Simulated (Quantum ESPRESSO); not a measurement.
## Hf5AlInW (input and log of a self-consistent run)

A calculation, not a measurement. The program is pw.x of Quantum ESPRESSO 7.5 (plane-wave density functional theory). The cell is made up: eight metal atoms on a hexagonal close-packed lattice, with elements, volume, strain and displacements drawn at random and not relaxed, so it may be unstable or far from any real phase. PseudoDojo standard norm-conserving files set the functional (PBE unless stated); there is no spin polarisation or spin-orbit coupling, the Fermi-Dirac width of 0.25 eV means electrons at about 2900 K, and the masses in the input are unused placeholders. Heavy elements are run without spin-orbit coupling, which real alloys of them have. A spin test at this wide smearing found no moment, but such smearing suppresses magnetism that the real alloy may have.

Input:

```
&control calculation='scf', pseudo_dir='./dojo.nc.sr.pbe.v0_5.standard.upf', outdir='./o', disk_io='minimal', tprnfor=.true., tstress=.true. /
&system ibrav=0, nat=8, ntyp=4, nbnd=61, ecutwfc=74.01313486, nosym=.true., tot_charge=0,
 occupations='smearing', smearing='fd', degauss=0.0183746611
/
&electrons conv_thr=1.470e-08, electron_maxstep=70, mixing_beta=0.5 /
ATOMIC_SPECIES
Al 1.0 Al.upf
Hf 1.0 Hf.upf
In 1.0 In.upf
W 1.0 W.upf
CELL_PARAMETERS angstrom
-3.1623 0.0138 0.0363
0.0367 5.3911 -5.2924
0.0846 -5.2808 -5.1782
ATOMIC_POSITIONS angstrom
Hf 0.0272 0.0018 -0.0506
Hf -0.0155 1.7542 -2.6436
Al 0.0822 0.0416 -5.1883
In 0.0998 1.8629 -7.8708
Hf -1.5849 -0.8358 -2.6096
Hf -1.5196 -2.6397 -5.212
Hf -1.5568 -0.8251 -7.7978
W -1.5436 2.7359 -5.2181
K_POINTS automatic
7 3 3 1 1 1
```

The log is shortened where brackets say so; the opening notice, blank lines, dates and the lines on written files are dropped, and the path of the files is cut. It prints rydbergs, bohrs and kilobars, and counts compression as positive stress. Its total energy is the free energy E - TS of the whole cell.

```
     Program PWSCF v.7.5
     Parallel version (MPI & OpenMP), running on       4 processor cores
     Number of MPI processes:                 4
     Threads/MPI process:                     1
     [start-up lines left out]
     bravais-lattice index     =            0
     lattice parameter (alat)  =       5.9763  a.u.
     unit-cell volume          =    1191.9754 (a.u.)^3
     number of atoms/cell      =            8
     number of atomic types    =            4
     number of electrons       =        90.00
     number of Kohn-Sham states=           61
     kinetic-energy cutoff     =      74.0131  Ry
     charge density cutoff     =     296.0525  Ry
     scf convergence threshold =      1.5E-08
     mixing beta               =       0.5000
     number of iterations used =            8  plain     mixing
     Exchange-correlation= PBE
                           (   1   4   3   4   0   0   0)
     [axes and pseudopotential details left out]
   Cartesian axes
     site n.     atom                  positions (alat units)
         1        Hf     tau(   1) = (   0.0086007   0.0005692  -0.0159998  )
         2        Hf     tau(   2) = (  -0.0049011   0.5546810  -0.8359108  )
         3        Al     tau(   3) = (   0.0259918   0.0131540  -1.6405492  )
         4        In     tau(   4) = (   0.0315569   0.5890521  -2.4887603  )
         5        Hf     tau(   5) = (  -0.5011481  -0.2642814  -0.8251599  )
         6        Hf     tau(   6) = (  -0.4805001  -0.8346776  -1.6480432  )
         7        Hf     tau(   7) = (  -0.4922628  -0.2608980  -2.4656775  )
         8        W      tau(   8) = (  -0.4880889   0.8650962  -1.6499720  )
     number of k points=    32  Fermi-Dirac smearing, width (Ry)=  0.0184
                       cart. coord. in units 2pi/alat
        k(    1) = (  -0.0726057  -0.0014124  -0.1015360), wk =   0.0634921
        k(    2) = (  -0.0693980   0.1983414   0.1019654), wk =   0.0634921
     [further k points left out]
     Dense  grid:   102551 G-vectors     FFT dimensions: (  36,  80,  80)
     Estimated max dynamical RAM per process >     281.68 MB
     Estimated total dynamical RAM >       1.03 GB
     Initial potential from superposition of free atoms
     starting charge      89.9839, renormalised to      90.0000
     Starting wfcs are   73 randomized atomic wfcs
     total cpu time spent up to now is        3.9 secs
     per-process dynamical memory:   209.4 Mb
     Self-consistent Calculation
     iteration #  1     ecut=    74.01 Ry     beta= 0.50
     Davidson diagonalization with overlap
     ethr =  1.00E-02,  avg # of iterations =  2.3
     Threshold (ethr) on eigenvalues was too large:
     Diagonalizing with lowered threshold
     Davidson diagonalization with overlap
     ethr =  4.64E-04,  avg # of iterations =  3.9
     total cpu time spent up to now is       17.6 secs
     total energy              =    -853.16862626 Ry
     estimated scf accuracy    <       0.46796995 Ry
     iteration #  2     ecut=    74.01 Ry     beta= 0.50
     Davidson diagonalization with overlap
     ethr =  5.20E-04,  avg # of iterations =  6.1
     total cpu time spent up to now is       26.3 secs
     total energy              =    -852.77549596 Ry
     estimated scf accuracy    <       6.89168804 Ry
     iteration #  3     ecut=    74.01 Ry     beta= 0.50
     Davidson diagonalization with overlap
     ethr =  5.20E-04,  avg # of iterations =  3.7
     total cpu time spent up to now is       33.5 secs
     total energy              =    -853.25557954 Ry
     estimated scf accuracy    <       1.41822033 Ry
     iteration #  4     ecut=    74.01 Ry     beta= 0.50
     Davidson diagonalization with overlap
     ethr =  5.20E-04,  avg # of iterations =  2.1
     total cpu time spent up to now is       39.7 secs
     total energy              =    -853.35966197 Ry
     estimated scf accuracy    <       0.07534761 Ry
     iteration #  5     ecut=    74.01 Ry     beta= 0.50
     Davidson diagonalization with overlap
     ethr =  8.37E-05,  avg # of iterations =  3.9
     total cpu time spent up to now is       46.7 secs
     total energy              =    -853.35905602 Ry
     estimated scf accuracy    <       0.07966029 Ry
     [iterations 6 to 13 left out]
     iteration # 14     ecut=    74.01 Ry     beta= 0.50
     Davidson diagonalization with overlap
     ethr =  3.08E-08,  avg # of iterations =  1.0
     total cpu time spent up to now is      105.1 secs
     total energy              =    -853.37058551 Ry
     estimated scf accuracy    <       0.00000027 Ry
     iteration # 15     ecut=    74.01 Ry     beta= 0.50
     Davidson diagonalization with overlap
     ethr =  3.04E-10,  avg # of iterations =  5.2
     total cpu time spent up to now is      113.4 secs
     total energy              =    -853.37058560 Ry
     estimated scf accuracy    <       0.00000031 Ry
     iteration # 16     ecut=    74.01 Ry     beta= 0.50
     Davidson diagonalization with overlap
     ethr =  3.04E-10,  avg # of iterations =  2.1
     total cpu time spent up to now is      119.7 secs
     total energy              =    -853.37058562 Ry
     estimated scf accuracy    <       0.00000039 Ry
     iteration # 17     ecut=    74.01 Ry     beta= 0.50
     Davidson diagonalization with overlap
     ethr =  3.04E-10,  avg # of iterations =  1.0
     total cpu time spent up to now is      125.2 secs
     total energy              =    -853.37058565 Ry
     estimated scf accuracy    <       0.00000002 Ry
     iteration # 18     ecut=    74.01 Ry     beta= 0.50
     Davidson diagonalization with overlap
     ethr =  2.29E-11,  avg # of iterations =  2.3
     total cpu time spent up to now is      131.4 secs
     End of self-consistent calculation
     [lines on levels left out]
!    total energy              =    -853.37058565 Ry
     estimated scf accuracy    <          2.6E-09 Ry
     smearing contrib. (-TS)   =      -0.12045775 Ry
     internal energy E=F+TS    =    -853.25012790 Ry
     The total energy is F=E-TS. E is the sum of the following terms:
     one-electron contribution =    -214.31863435 Ry
     hartree contribution      =     142.29050488 Ry
     xc contribution           =    -217.53536746 Ry
     ewald contribution        =    -563.68663097 Ry
     convergence has been achieved in  18 iterations
     Forces acting on atoms (cartesian axes, Ry/au):
     atom    1 type  2   force =    -0.00847881   -0.05986992    0.00850878
     atom    2 type  2   force =    -0.00372572    0.02849732   -0.02136218
     atom    3 type  1   force =    -0.00338118    0.02085725    0.00099276
     atom    4 type  3   force =    -0.00559840   -0.00490912    0.01686289
     atom    5 type  2   force =     0.00224115   -0.00850819   -0.00194492
     atom    6 type  2   force =     0.00692489    0.02145129   -0.00395799
     atom    7 type  2   force =     0.00718756   -0.00891414   -0.01217444
     atom    8 type  4   force =     0.00483052    0.01139551    0.01307510
     Total force =     0.083706     Total SCF correction =     0.000221
     Computing stress (Cartesian axis) and pressure
          total   stress  (Ry/bohr**3)                   (kbar)     P=      -60.95
  -0.00040199   0.00001214   0.00003927          -59.13        1.79        5.78
   0.00001214  -0.00028426   0.00011583            1.79      -41.82       17.04
   0.00003927   0.00011583  -0.00055667            5.78       17.04      -81.89
     init_run     :      3.67s CPU      3.81s WALL (       1 calls)
     electrons    :    126.82s CPU    127.56s WALL (       1 calls)
     forces       :      1.41s CPU      1.44s WALL (       1 calls)
     stress       :      4.72s CPU      4.85s WALL (       1 calls)
     [timing details left out]
     PWSCF        :   2m16.70s CPU   2m17.79s WALL
     JOB DONE.
```

In other units: free energy -11610.698 eV for the cell, pressure -6.09 GPa, largest force component 1.539 eV/Å in size. The run took 140 s of wall time with four MPI processes on a shared machine (Intel Xeon, 2023 or later, virtual cores), so the time is rough. A rerun of this cell at a higher cutoff and on a denser mesh moved values by no more than 0.002 eV in energy, 0.05 GPa in stress and 0.009 eV/Å in force, and a second program with other atomic files agreed on that cell to 2 % rms in force and 0.5 GPa in pressure.